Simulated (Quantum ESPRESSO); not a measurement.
# Band energies of AgCl at -2 % biaxial strain

```
CELL_PARAMETERS angstrom
      1.81019    -5.32397     0.00000
      1.81019     5.32397     0.00000
      0.00000     0.00000     3.94995
ATOMIC_POSITIONS crystal
  Cl 0.86472 0.13528 0.25000
  Cl 0.13528 0.86472 0.75000
  Ag 0.39927 0.60073 0.75000
  Ag 0.60073 0.39927 0.25000
```

PBEsol (pw.x of Quantum ESPRESSO, ONCV potentials, no spin-orbit coupling); path ΓXSRAZΓYX1A1TY,ZT; energies in eV from the valence-band maximum.

```csv
k (1/Å),point,band 22,band 23,band 24,band 25,band 26,band 27,band 28,band 29
0.00,Γ,-2.25,-2.24,-1.96,-1.66,-1.41,0.36,2.94,8.08
0.32,,-2.08,-2.04,-1.87,-1.36,-1.11,1.66,3.50,6.27
0.65,,-2.04,-1.60,-1.07,-0.57,-0.20,3.27,4.43,4.54
0.97,X,-2.11,-1.22,-0.70,-0.11,-0.07,2.74,5.33,5.74
1.12,,-2.03,-1.26,-0.90,-0.08,-0.03,2.90,5.16,5.49
1.28,S,-1.96,-1.33,-1.06,-0.07,-0.02,3.05,5.01,5.41
1.51,,-1.99,-1.42,-1.30,-0.49,-0.26,3.17,4.58,6.05
1.85,,-2.11,-1.99,-1.69,-1.66,-1.05,3.02,3.08,6.52
2.08,R,-2.24,-2.14,-2.14,-1.51,-1.51,2.84,2.84,7.28
2.39,A,-2.27,-2.03,-2.03,-1.35,-1.35,3.01,3.01,7.03
2.71,,-2.25,-2.19,-2.19,-1.37,-1.37,2.96,2.96,7.55
3.03,,-2.36,-1.76,-1.76,-0.62,-0.62,3.88,3.88,7.44
3.35,Z,-2.42,-1.38,-1.38,-0.18,-0.18,4.40,4.40,6.68
3.45,,-2.39,-1.41,-1.38,-0.26,-0.21,3.85,4.92,6.23
3.75,,-2.42,-1.69,-1.51,-0.95,-0.91,2.11,4.33,6.89
4.05,,-2.27,-2.07,-1.95,-1.66,-1.38,0.54,3.04,8.00
4.15,Γ,-2.25,-2.24,-1.96,-1.66,-1.41,0.36,2.94,8.08
4.45,,-2.46,-2.38,-1.54,-1.53,-1.52,1.28,3.25,7.35
4.74,Y,-2.56,-2.00,-1.74,-1.65,-1.42,2.24,3.91,6.28
5.12,,-2.29,-1.49,-1.31,-0.89,-0.69,2.66,4.55,6.37
5.41,,-2.14,-1.22,-0.63,-0.27,-0.22,2.68,5.26,6.29
5.51,X1,-2.11,-1.22,-0.70,-0.11,-0.07,2.74,5.33,5.74
5.71,,-2.12,-1.39,-0.82,-0.42,-0.24,2.99,5.16,5.76
6.10,,-2.19,-2.07,-1.88,-1.31,-0.99,3.19,3.21,6.09
6.30,A1,-2.27,-2.03,-2.03,-1.35,-1.35,3.01,3.01,7.03
6.40,,-2.26,-1.86,-1.86,-1.19,-1.19,3.26,3.26,6.70
6.69,,-2.10,-1.15,-1.15,-0.82,-0.82,4.23,4.23,5.73
7.07,T,-1.98,-0.70,-0.70,-0.24,-0.24,3.53,3.53,6.99
7.34,,-1.84,-1.07,-0.73,-0.66,-0.54,2.95,4.58,6.10
7.60,,-1.94,-1.70,-1.35,-1.29,-1.13,2.51,4.35,6.33
7.87,Y,-2.56,-2.00,-1.74,-1.65,-1.42,2.24,3.91,6.28
7.87,Z,-2.42,-1.38,-1.38,-0.18,-0.18,4.40,4.40,6.68
8.12,,-2.30,-1.22,-1.22,-0.20,-0.20,4.09,4.09,6.96
8.46,T,-1.98,-0.70,-0.70,-0.24,-0.24,3.53,3.53,6.99
```

The PBEsol gap is indirect, 0.36 eV, from 89 % of the way from Γ to X to Γ; the smallest direct gap is 1.78 eV.

Spin-orbit splittings are left out.

Geometry strained from the cell relaxed with PBEsol, atoms relaxed again.

This is not the ordinary phase of the substance; no match was found in the copy of COD used, and its stability was not checked.

Letters of k points follow the standard setting of the lattice, whose axes may be ordered differently from the printed cell.
